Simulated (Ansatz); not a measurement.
Structure relaxation, TiAu

The start is a relaxed TiAu cell, doubled along one cell vector, shaken by Gaussian noise of σ = 0.08 Å a coordinate. The structure is fully relaxed (lattice and positions, P = 0) with PBEsol (plane waves to 420 eV, PAW, scalar-relativistic; Ansatz, an electronic-structure program). The first steps use a coarse 7×6×7 k-mesh.

Starting cell:
```yaml
crystal:
  lattice:
    - [4.62406, 0.00000, 0.00000]
    - [0.00000, 5.69660, 0.00000]
    - [0.00000, 0.00000, 4.92441]
  atoms:
    - { symbol: Au, position: [0.75640, 0.26145, 0.18101] }
    - { symbol: Au, position: [0.75344, 0.75445, 0.17221] }
    - { symbol: Au, position: [0.26693, 0.24014, 0.85153] }
    - { symbol: Au, position: [0.27005, 0.74941, 0.81313] }
    - { symbol: Ti, position: [0.75026, 0.98488, 0.68913] }
    - { symbol: Ti, position: [0.72478, 0.48963, 0.69974] }
    - { symbol: Ti, position: [0.26258, 0.98852, 0.33123] }
    - { symbol: Ti, position: [0.25061, 0.52511, 0.30306] }
```

### Question
What pressure does the first self-consistent step give?

### Answer
+2.4 GPa (positive: the cell is compressed).

### Question
Which atoms feel the largest initial force, and how large is it?

### Answer
1.47 eV/Å, on Ti6 (atoms numbered as listed).

### Question
How much energy is released per atom?

### Answer
0.06 eV/atom.

### Question
Does it find its way back to the structure it was made from?

### Answer
It relaxes back to the parent, Pmma (No. 51).

### Question
How do the shortest distances between atoms change?

### Answer
The closest pairs of elements (up to four, under 3.6 Å), start → end: Au–Ti 2.63 → 2.79 Å; Ti–Ti 2.64 → 2.85 Å; Au–Au 2.79 → 2.85 Å.

### Question
Is the relaxed structure metallic? Give its gap.

### Answer
Zero (metallic).

It ends as:

Space group Pmma (No. 51); a = 4.624 Å, b = 2.848 Å, c = 4.925 Å, α = β = γ = 90.00°

```tsv
atom	site	symmetry	x	y	z
Au	2f	mm2	0.2500	0.5000	0.6801
Ti	2e	mm2	0.2500	0.0000	0.1862
```

Final values are on a 10×16×10 k-mesh of the relaxed cell. No spin polarisation in the result.

The first start was generated by a random draw of sites in a space group. Materials Project lists a structure of TiAu in the same space group, Pmma (No. 51); the sites were not compared with it, nor with measured phases.
